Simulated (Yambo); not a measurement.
Yambo run on AlN (wurtzite, space group P6_3mc, No. 186). The wavefunctions come from this Quantum ESPRESSO step (PBEsol, PseudoDojo standard norm-conserving files, scalar-relativistic):

```
&CONTROL
  calculation = 'nscf'
  pseudo_dir = './pseudo'
  outdir = './out'
/
&SYSTEM
  ibrav = 0
  nat = 4
  ntyp = 2
  ecutwfc = 84.0
  ecutrho = 336.0
  occupations = 'fixed'
  force_symmorphic = .true.
  nbnd = 79
/
&ELECTRONS
  conv_thr = 4e-09
  diago_full_acc = .true.
  diago_thr_init = 1e-08
/
ATOMIC_SPECIES
N 14.0070 N.upf
Al 26.9815 Al.upf
CELL_PARAMETERS angstrom
  3.113125705503   0.000000000000   0.000000000000
 -1.556562852752   2.696045946140   0.000000000000
  0.000000000000   0.000000000000   4.982810468000
ATOMIC_POSITIONS crystal
N   0.666666667000   0.333333333000   0.880969799700
N   0.333333333667   0.666666666333   0.380969799700
Al   0.666666667000   0.333333333000   0.499030200300
Al   0.333333333667   0.666666666333   0.999030200300
K_POINTS automatic
6 6 4 0 0 0
```

Yambo input:

```
rim_cut
gw0
dyson
el_el_corr
HF_and_locXC
ppa
em1d
RandQpts= 1000000
RandGvec= 1 Ry
EXXRLvcs= 84 Ry
VXCRLvcs= 336 Ry
Chimod= "HARTREE"
% BndsRnXp
 1 | 77 |
%
NGsBlkXp= 8 Ry
% LongDrXp
 1.0 | 1.0 | 1.0 |
%
PPAPntXp= 27.2114 eV
% GbndRnge
 1 | 77 |
%
GTermKind= "BG"
DysSolver= "n"
ExtendOut
% QPkrange
 1 | 1 | 8 | 9 |
 3 | 3 | 8 | 9 |
 10 | 10 | 8 | 9 |
 12 | 12 | 8 | 9 |
 19 | 19 | 8 | 9 |
 21 | 21 | 8 | 9 |
%
```

k points by index: 1 = Γ, 3 = A, 10 = M, 12 = L, 19 = K, 21 = H.

Table of the .qp output:

```
#    K-point    Band    Eo [eV]    E [eV]    E-Eo [eV]    Vxc [eV]    Vnlxc [eV]    Sc|Eo [eV]    Sc|E [eV]    dSc/dw|Eo [eV]    Re(Z)    Im(Z)
#
    1    8    0.000000    -0.807125    -0.807125    -16.89140    -20.88341    2.976888    3.184886    -7.011597    0.795118    -0.001178
    1    9    4.104534    4.777047    0.672513    -12.64570    -8.157771    -3.670415    -3.815416    -5.866336    0.822649    -0.001035
    3    8    -0.559791    -1.440977    -0.881186    -16.53909    -20.78750    3.138502    3.367231    -7.062410    0.793940    -0.001207
    3    9    6.357681    7.201106    0.843425    -12.89109    -7.769529    -4.089196    -4.278135    -6.095018    0.817000    -0.001091
    10    8    -0.704099    -1.608982    -0.904882    -16.42590    -20.73306    3.166906    3.402275    -7.077096    0.793599    -0.001210
    10    9    5.676409    6.393834    0.717425    -9.793975    -4.919872    -4.016983    -4.156678    -5.297807    0.837035    -0.001013
    12    8    -1.382636    -2.381930    -0.999293    -15.70125    -20.13445    3.172997    3.433908    -7.103987    0.792978    -0.001228
    12    9    5.175403    5.848193    0.672789    -10.34462    -5.614383    -3.922944    -4.057448    -5.439340    0.833407    -0.001025
    19    8    -2.414369    -3.528636    -1.114267    -14.78712    -19.53935    3.341692    3.637970    -7.234453    0.789973    -0.001433
    19    9    4.895846    5.499470    0.603624    -8.911088    -4.205201    -3.988265    -4.102263    -5.138173    0.841166    -0.001001
    21    8    -0.804679    -1.741988    -0.937309    -16.28997    -20.61701    3.145624    3.389735    -7.086039    0.793393    -0.001211
    21    9    7.284799    8.196808    0.912009    -11.68058    -6.261501    -4.304047    -4.507074    -6.056901    0.817936    -0.001159
```
(The two width columns are left out.) Convergence of these settings isn't established.

Geometry relaxed with PBEsol.
